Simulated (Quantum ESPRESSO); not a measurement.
Convergence test: BeS

```
CELL_PARAMETERS angstrom
      0.00000     2.43515     2.43515
      2.43515     0.00000     2.43515
      2.43515     2.43515     0.00000
ATOMIC_POSITIONS crystal
  Be 0.00000 0.00000 0.00000
  S  0.75000 0.75000 0.75000
```
The geometry is a computed Materials Project entry, not a measured one. It is BeS in F-43m; whether this form has been observed was not checked. Stability against distortions was not tested.

Method: PBE GIPAW (a modified build of Quantum ESPRESSO, JTH PAW datasets); kept fixed: k-mesh 6×6×6 shifted. Costs are rough, from a shared machine. Shieldings are absolute and leave out the bulk-susceptibility term; a larger σ means a smaller chemical shift. No d partial waves on S: the paramagnetic term there is incompletely reconstructed.

```
plane-wave cutoff (Ha)  σ_iso Be (ppm)  σ_iso S (ppm)  f-sum rule missed by (%)  rough cost ratio
----------------------  --------------  -------------  ------------------------  ----------------
8                                 77.8          676.4                      0.75           about 1
10                                82.5          671.2                      0.22           about 1
12                                84.7          671.1                      0.06                 2
15                                86.3          669.4                      0.02                 2
18                                87.0          668.6                      0.02                 2
20                                87.3          668.0                      0.01                 4
22                                87.4          667.8                      0.01                 4
28                                87.4          667.5                      0.01                 4
35                                87.3          667.4                      0.00                 7
45                                87.3          667.4                      0.00                10
```

Largest spread: σ_iso Be (ppm) moves over 9.6 across the rows.
